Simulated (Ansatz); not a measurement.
ScAl₃ (Cu3Au type)

```
CELL_PARAMETERS angstrom
      4.10550     0.00000     0.00000
      0.00000     4.10550     0.00000
      0.00000     0.00000     4.10550
ATOMIC_POSITIONS crystal
  Al 0.00000 0.50000 0.50000
  Al 0.50000 0.50000 0.00000
  Al 0.50000 0.00000 0.50000
  Sc 0.00000 0.00000 0.00000
```

E(V) scan at fixed shape, V₀ the volume above. Symmetry pins the atoms to their sites.

Calculation: PBE (plane waves to 420 eV, PAW, scalar-relativistic; Ansatz, a quantum-chemistry and plane-wave program). k mesh 11×11×11 (Γ-centred), Fermi-Dirac smearing 0.05 eV. E stands for the smeared free energy. Compression counts positive. ScAl3 is run without spin polarisation. ScAl3 was relaxed with its symmetry unable to fall. ΔE is measured from the relaxed starting cell. The last digit holds for this mesh only.

```json
[
 {"V (Å³/atom)": "16.262", "ΔE (meV/atom)": "18.7"},
 {"V (Å³/atom)": "16.435", "ΔE (meV/atom)": "12.8"},
 {"V (Å³/atom)": "16.608", "ΔE (meV/atom)": "8.0"},
 {"V (Å³/atom)": "16.781", "ΔE (meV/atom)": "4.4"},
 {"V (Å³/atom)": "16.954", "ΔE (meV/atom)": "1.9"},
 {"V (Å³/atom)": "17.127", "ΔE (meV/atom)": "0.5"},
 {"V (Å³/atom)": "17.300", "ΔE (meV/atom)": "0.0"},
 {"V (Å³/atom)": "17.473", "ΔE (meV/atom)": "0.5"},
 {"V (Å³/atom)": "17.646", "ΔE (meV/atom)": "1.8"},
 {"V (Å³/atom)": "17.819", "ΔE (meV/atom)": "withheld"},
 {"V (Å³/atom)": "17.992", "ΔE (meV/atom)": "7.0"},
 {"V (Å³/atom)": "18.165", "ΔE (meV/atom)": "10.7"},
 {"V (Å³/atom)": "18.338", "ΔE (meV/atom)": "15.2"}
]
```

Problem. Fit a third-order Birch-Murnaghan form (E₀, V₀, B₀, B₀′ free) to the given rows and predict ΔE at V = 17.819.

Solution. Least squares on the 12 given rows: ΔE = E₀ + (9V₀B₀/16)·y²·[2 + (B₀′ − 4)y], y = (V₀/V)^(2/3) − 1, with V₀ = 17.299 Å³/atom, B₀ = 86.45 GPa (160.2 GPa = 1 eV/Å³; the term in eV is multiplied by 1000), B₀′ = 4.33, E₀ = 0.00 meV/atom; root-mean-square residual 0.02 meV/atom. At 17.819 the fit gives 4.0 meV/atom; the calculation gives 4.0 meV/atom, the same to the digits shown. For the pressure the fit gives -2.4 GPa against the computed -2.4 GPa.

(A scan under strain: stresses follow from slopes of the energy per volume, elastic moduli from its curvatures.)
